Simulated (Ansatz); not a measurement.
Consider the following.

AlAs:
```
AlAs
1.0
    0.00000     2.86418     2.86418
    2.86418     0.00000     2.86418
    2.86418     2.86418     0.00000
As Al
1 1
Direct
  0.75000   0.75000   0.75000
  0.00000   0.00000   0.00000
```

This is the PBE-relaxed structure.

**Question.** All from PBE (plane waves, PAW; program Ansatz), unless another level is named. Predict the band gap.

**Answer.** 1.50 eV (indirect).

**Question.** Next, the weight of the conduction-edge state by species (Voronoi cells)?

**Answer.** Al 66 %, As 34 %.

**Question.** Next, the conduction-band minimum?

**Answer.** at X (3 equivalent valleys).

Space group F-43m (zinc blende). Symmetry was held in the PBE relaxation. Spin–orbit coupling is left out wherever it is not named.

Potentials: the later of the program's two PAW sets.
